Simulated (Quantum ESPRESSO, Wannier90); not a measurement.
Se (P3₁21): Wannier90 run

Cell from Materials Project (mp-14), symmetrised, no further relaxation. COD (Crystallography Open Database) has the formula in 4 space groups, this one among them (matched by group alone). Computed values, not measurements, from PBEsol: Quantum ESPRESSO (norm-conserving PseudoDojo potentials, cutoff 69 Ry, spinors with spin-orbit coupling) on a Γ-centred 6×6×4 mesh, then Wannier90. Density: 12×12×6 mesh, cold smearing 0.01 Ry. The cell is built of weakly bound layers, chains or molecules, whose nearest atoms lie 3.56 Å apart. Database cells relaxed without dispersion often hold them too far apart, which can enlarge gaps and weakens couplings between them; spacing and stacking were not compared with the measured crystal.

```
begin unit_cell_cart
ang
    4.5048201908    0.0000000000    0.0000000000
   -2.2524100954    3.9012887247    0.0000000000
    0.0000000000    0.0000000000    4.9788000000
end unit_cell_cart
mp_grid = 6 6 4
```

### Question
Which shells of neighbouring k-points and which b-vectors and weights does Wannier90 pick for this cell and mesh?

### Answer
```
 *---------------------------------- K-MESH ----------------------------------*
 +----------------------------------------------------------------------------+
 |                    Distance to Nearest-Neighbour Shells                    |
 |                    ------------------------------------                    |
 |          Shell             Distance (Ang^-1)          Multiplicity         |
 |          -----             -----------------          ------------         |
 |             1                   0.268423                      6            |
 |             2                   0.315497                      2            |
 |             3                   0.414234                     12            |
 |             4                   0.464923                      6            |
 |             5                   0.536847                      6            |
 |             6                   0.561865                     12            |
 |             7                   0.622690                     12            |
 |             8                   0.630994                      2            |
       ... (lines left out)
 +----------------------------------------------------------------------------+
 | The b-vectors are chosen automatically                                     |
 | The following shells are used:                       1,  2                 |
 +----------------------------------------------------------------------------+
 |                        Shell   # Nearest-Neighbours                        |
 |                        -----   --------------------                        |
 |                          1               6                                 |
 |                          2               2                                 |
 +----------------------------------------------------------------------------+
 | Completeness relation is fully satisfied [Eq. (B1), PRB 56, 12847 (1997)]  |
 +----------------------------------------------------------------------------+
 |                  b_k Vectors (Ang^-1) and Weights (Ang^2)                  |
 |                  ----------------------------------------                  |
 |            No.         b_k(x)      b_k(y)      b_k(z)        w_b           |
 |            ---        --------------------------------     --------        |
 |             1         0.000000    0.268423    0.000000     4.626342        |
 |             2         0.232462    0.134212    0.000000     4.626342        |
 |             3         0.000000   -0.268423    0.000000     4.626342        |
 |             4         0.232462   -0.134212    0.000000     4.626342        |
 |             5        -0.232462   -0.134212    0.000000     4.626342        |
 |             6        -0.232462    0.134212    0.000000     4.626342        |
 |             7         0.000000    0.000000    0.315497     5.023190        |
 |             8         0.000000    0.000000   -0.315497     5.023190        |
```
